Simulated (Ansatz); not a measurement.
**Mo2C: from a starting cell to a relaxed one**

The start is a generated trial cell of Mo2C in the AFLOW prototype AB2_hP6_194_c_f (C7, as in MoS2). A full variable-cell relaxation at zero pressure is run with PBEsol (plane waves to 420 eV, PAW, scalar-relativistic; Ansatz, an electronic-structure program). The first steps use a coarse 9×9×2 k-mesh.

Input geometry:
```
Mo2C
1.0
    2.81071     0.00000     0.00000
   -1.40535     2.43414     0.00000
    0.00000     0.00000    10.93251
C Mo
2 4
Direct
  0.33333   0.66667   0.25000
  0.66667   0.33333   0.75000
  0.33333   0.66667   0.62750
  0.66667   0.33333   0.12750
  0.66667   0.33333   0.37250
  0.33333   0.66667   0.87250
```

Problem. What pressure does the first self-consistent step give?

Solution. +7 GPa (positive: the cell is compressed).

Problem. By how much does the energy per atom fall from start to end?

Solution. 0.14 eV/atom.

Problem. How does the volume change?

Solution. -2.3 %, from 12.47 to 12.18 Å³/atom.

Problem. How do the shortest distances between atoms change?

Solution. The closest pairs of elements (up to four, under 3.6 Å), start → end: C–Mo 2.10 → 2.15 Å; Mo–Mo 2.68 → 2.77 Å; C–C 2.81 → 2.86 Å.

Problem. Is the relaxed structure metallic? Give its gap.

Solution. Zero (metallic).

Problem. Write out the relaxed structure.

Solution. 
Space group P6₃/mmc (No. 194); a = b = 2.856 Å, c = 10.341 Å, α = β = 90.00°, γ = 120.00°

| atom | site | symmetry | x | y | z |
|---|---|---|---|---|---|
| C | 2c | -6m2 | 0.3333 | 0.6667 | 0.2500 |
| Mo | 4f | 3m. | 0.6667 | 0.3333 | 0.1162 |

The space group stays P6₃/mmc (No. 194) (the run could not lower it); the end is AFLOW prototype AB2_hP6_194_c_f (C7, as in MoS2), with 6 atoms in the primitive cell. Final values are on a 19×19×5 k-mesh of the relaxed cell. No spin polarisation in the result.

The run could not lose the symmetry of its start: the end is stationary, and may be a saddle point rather than a minimum.

The relaxed structure here is a generated cell of Mo2C: the first start was made by placing the elements on the sites of a structure type, and the end was not matched to a known phase here, so it may be hypothetical.
